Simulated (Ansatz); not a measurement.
Input and steps of a relaxation of cell and atoms on a free-standing Janus 2H monolayer of WOTe (the plane-wave code Ansatz, PBEsol). The starting cell comes from a relaxation with PBE.

```yaml
crystal:
  lattice:
    - [3.1873654155, 0.0, 0.0]
    - [-1.5936827077, 2.760339421, 0.0]
    - [0.0, 0.0, 30.6454919224]
  atoms:
    - { symbol: W, position: [0.3333333333, 0.6666666667, 0.3034990449] }
    - { symbol: O, position: [0.6666666667, 0.3333333333, 0.338492818] }
    - { symbol: Te, position: [0.6666666667, 0.3333333333, 0.2390512631] }
  periodic: [true, true, false]
kpoints:
  mp_grid: { grid: [12, 12, 1] }
hamiltonian:
  xc: pbesol
scf:
  occupations: { method: fermi_dirac, width: 0.02 }
relax:
  f_tol: 0.005
  cell: {}
```

The trajectory has 7 recorded frames, each with fractional positions and then forces in eV/Å along x, y and z. The last, and any step after a large change of cell, is solved on a basis re-selected at its cell; pressure is positive in compression.

Step 1: energy 0.0 meV/atom from step 1, largest force component 0.416 eV/Å; a = 3.187 Å, b = 3.187 Å, c = 30.645 Å, α = 90.00°, β = 90.00°, γ = 120.00°
```
W  0.3333 0.6667 0.3035     0.000   0.000  -0.016
O  0.6667 0.3333 0.3385     0.000   0.000  -0.400
Te 0.6667 0.3333 0.2391     0.000   0.000   0.416
```

Step 2 (rejected): energy +7.0 meV/atom from step 1, largest force component 1.299 eV/Å; a = 3.130 Å, b = 3.130 Å, c = 30.645 Å, α = 90.00°, β = 90.00°, γ = 120.00°
```
W  0.3333 0.6667 0.3026     0.000   0.000   1.260
O  0.6667 0.3333 0.3378     0.000   0.000   0.038
Te 0.6667 0.3333 0.2407     0.000   0.000  -1.299
```

Step 3: energy -9.1 meV/atom from step 1, largest force component 0.073 eV/Å; a = 3.159 Å, b = 3.159 Å, c = 30.645 Å, α = 90.00°, β = 90.00°, γ = 120.00°
```
W  0.3333 0.6667 0.3035     0.000   0.000   0.023
O  0.6667 0.3333 0.3382     0.000   0.000  -0.073
Te 0.6667 0.3333 0.2394     0.000   0.000   0.050
```

Step 4: energy -9.9 meV/atom from step 1, largest force component 0.036 eV/Å; a = 3.145 Å, b = 3.145 Å, c = 30.645 Å, α = 90.00°, β = 90.00°, γ = 120.00°
```
W  0.3333 0.6667 0.3035     0.000   0.000   0.020
O  0.6667 0.3333 0.3383     0.000   0.000  -0.036
Te 0.6667 0.3333 0.2393     0.000   0.000   0.016
```

Step 5: energy -9.9 meV/atom from step 1, largest force component 0.008 eV/Å; a = 3.148 Å, b = 3.148 Å, c = 30.645 Å, α = 90.00°, β = 90.00°, γ = 120.00°
```
W  0.3333 0.6667 0.3035     0.000   0.000  -0.008
O  0.6667 0.3333 0.3382     0.000   0.000   0.007
Te 0.6667 0.3333 0.2393     0.000   0.000   0.000
```

Step 6: energy -9.9 meV/atom from step 1, largest force component 0.000 eV/Å; a = 3.148 Å, b = 3.148 Å, c = 30.645 Å, α = 90.00°, β = 90.00°, γ = 120.00°
```
W  0.3333 0.6667 0.3035     0.000   0.000   0.000
O  0.6667 0.3333 0.3382     0.000   0.000   0.000
Te 0.6667 0.3333 0.2393     0.000   0.000   0.000
```

Step 7: energy -9.2 meV/atom from step 1, largest force component 0.000 eV/Å; a = 3.148 Å, b = 3.148 Å, c = 30.645 Å, α = 90.00°, β = 90.00°, γ = 120.00°
```
W  0.3333 0.6667 0.3035     0.000   0.000   0.000
O  0.6667 0.3333 0.3382     0.000   0.000   0.000
Te 0.6667 0.3333 0.2393     0.000   0.000   0.000
```

In 6 steps the area changed by -2.5 %; between the first SCF and the last, each on a basis chosen for its cell, the energy fell by 9.2 meV an atom. Final cell: the sheet's in-plane cell has a = 3.148 Å, b = 3.148 Å (γ = 120.0°), and its outermost atoms lie 3.03 Å apart along the normal. W has 3 O at 2.11 Å and 3 Te at 2.68 Å; O has 3 W at 2.11 Å; Te has 3 W at 2.68 Å and 6 Te at 3.15 Å.

Run as `ansatz run input.yaml --threads 4 --pin off --max-ram 5529MiB --backend cpu --events-out ev --progress --plain --runs-dir out`.

Task: What wall time did it need on 4 threads of Arm Neoverse V2, with other jobs on the host, load about 0.8 per core, and what peak of host memory did it reach?

Result: About 22 s, with a peak of 0.58 GiB.

No spin polarisation. The prototype was imposed, so other structures may be more stable.
